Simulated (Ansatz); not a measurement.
input.yaml (Ansatz)

```yaml
crystal:
  lattice:
    - [2.7650074383, 0.0, 0.0]
    - [0.0, 2.7650074383, 0.0]
    - [0.0, 0.0, 2.7650074383]
  atoms:
    - { symbol: Li, position: [0.0, 0.0, 0.0] }
hamiltonian:
  xc: r2scan
  pseudopotentials:
    kind: paw
    azcp:
      Li: "pseudopotentials/Li.paw.azcp"
basis:
  ecutwfc: 500
  fft_grid_basis: typed
kpoints:
  mp_grid: { grid: [6, 6, 6], shift: [0, 0, 0] }
magnetization:
  spin_polarized: false
scf:
  occupations: { method: fermi_dirac, width: 0.1 }
```

Terminal output

```
Engine: ansatz 0.2.0, aarch64-unknown-linux-gnu
Pseudopotentials: kind: paw
Pseudopotential: Li, paw, valence charge 3, recommended cutoff 500 eV (meta_gga) 
Functional definition: r2SCAN
  parameter k0 = 0.174
  parameter k1 = 0.065
  parameter a1 = 4.9479
  exchange = r2scan_x(k0 = k0, k1 = k1, a1 = a1)
  correlation = r2scan_c
Crystal: 1 atoms, lattice volume = 21.139 Å³
Basis set: ecut = 500 eV, 515 PW (Γ), exchange–correlation on 96×96×96 points (64 copies of the dense FFT grid, shifted against one another)
Bands: 6, of which v1, the nominal top of the filled ones, is band 2 counted from 1 (1 counted from 0)
Symmetry: 48 space group operations
Space group: Pm-3m (ITA 221), of the structure as read, at distance tolerance 2.8e-5 Å
k-points: 20 of 216
Non-local potential: Li, projectors of the file, l = 0: 3, l = 1: 2, l = 2: 1
PAW form: soft (Blöchl's): semilocal exchange-correlation on the pseudo side does not see the compensation charge
PAW one-centre angular grid: Li, 302 points (default); XC on 327 of its mesh's 2665 points in the sphere
Initial density: superposition of atomic densities (neutral atoms: chi_scale 0, normalization atom), corrected by the library's trained network
Initial wavefunctions: pseudopotential atomic-orbital guess
Functional: x = r2scan, c = r2scan; τ floored in thin density (d = 2e-4 eV/Å³)
SCF iter   1: F=—  HF=-205.010332 eV  |F-HF|=—  |Δ(HF+E_count)|=         —  Δρ=2.28e-3  dr2=7.61e-4  dr2_τ=3.34e-4  ethr=1.77e-3  ⟨swp⟩=4.7  Hψ=974  notcnv=0
SCF iter   2: F=—  HF=-205.009842 eV  |F-HF|=—  |Δ(HF+E_count)|=   4.90e-4  Δρ=1.11e-3  dr2=2.07e-4  dr2_τ=7.07e-6  ethr=2.54e-5  ⟨swp⟩=2.0  Hψ=395  notcnv=0  defer=5
SCF iter   3: F=—  HF=-205.009924 eV  |F-HF|=—  |Δ(HF+E_count)|=   8.20e-5  Δρ=5.84e-5  dr2=8.32e-7  dr2_τ=1.78e-7  ethr=6.89e-6  ⟨swp⟩=2.0  Hψ=145  notcnv=0  defer=5
SCF iter   4: F=—  HF=-205.009924 eV  |F-HF|=—  |Δ(HF+E_count)|=   2.60e-8  Δρ=1.00e-5  dr2=1.87e-8  dr2_τ=8.89e-10  ethr=2.77e-8  ⟨swp⟩=2.0  Hψ=146  notcnv=0  defer=5
iter 5 did not close the SCF: its close was put off for the readings that it lacked (scf_convergence_deferred on its scf_iter line)
SCF iter   5: F=-205.009924 eV  HF=-205.009924 eV  |F-HF|=2.51e-10  |Δ(HF+E_count)|=   5.08e-8  Δρ=2.30e-6  dr2=5.44e-10  dr2_τ=1.22e-10  ethr=6.22e-10  ⟨swp⟩=2.5  Hψ=147  notcnv=0  defer=5
SCF iter   6: F=-205.009924 eV  HF=-205.009924 eV  |F-HF|=1.79e-12  |Δ(HF+E_count)|=  2.70e-11  Δρ=1.52e-7  dr2=3.15e-12  dr2_τ=3.15e-13  ethr=1.81e-11  ⟨swp⟩=1.0  Hψ=322  notcnv=0
SCF 1 converged in 6 iterations: F = -205.009924 eV  dr2 = 3.15e-12
SCF converged after 6 iterations
Free energy (F): -205.009924 eV
Harris-Foulkes:  -205.009924 eV  (|F-HF|=1.79e-12)
Internal energy: -204.996493 eV  (E = F + TS)
E sigma→0 (E₀):  -205.003208 eV
Entropy (-TS):   -0.013431 eV (-13.431 meV/atom)
Fermi energy:    0.999681 eV
--- Per-component energies (eV) ---
  E_band       = -95.540499
  E_kinetic    = 21.119684
  E_local      = -135.127747  (includes V_loc(G=0)·N_el)
  E_nonlocal   = -33.332546
  E_hartree    = 40.240269
  E_xc         = -9.583969
  E_vxc        = -13.647797  (∫ρ·V_xc dr)
  E_paw        = -21.819547  (= ΣΔE_a)
  E_vpaw       = -15.854437  (= ΣTr[D̂ρ^β])
  E_aug_tail   = -0.000103  (compensation charges beyond the density's cutoff)
  E_vtau       = 0.821917  (kinetic-family band-sum trace: ∫τ·v_τ [+ j·A + Jᵃ·Aᵃ] dr)
  E_ewald      = -66.492534
  E_smearing   = -0.013431  (= −TS)
  E_closure    = -0.000000  (closes the sum)
  Σ components = -205.009924   (vs F -205.009924, Δ=0.00e0)
```

Command:

```sh
ansatz run input.yaml --threads 4 --pin off --max-ram 8192MiB --backend cpu --events-out ev --progress --plain --runs-dir out
```

On 4 threads of Arm Neoverse V2 (shared host) this took about 0.3 s of wall time and 0.78 s of CPU time, with 0.24 GiB at the peak.
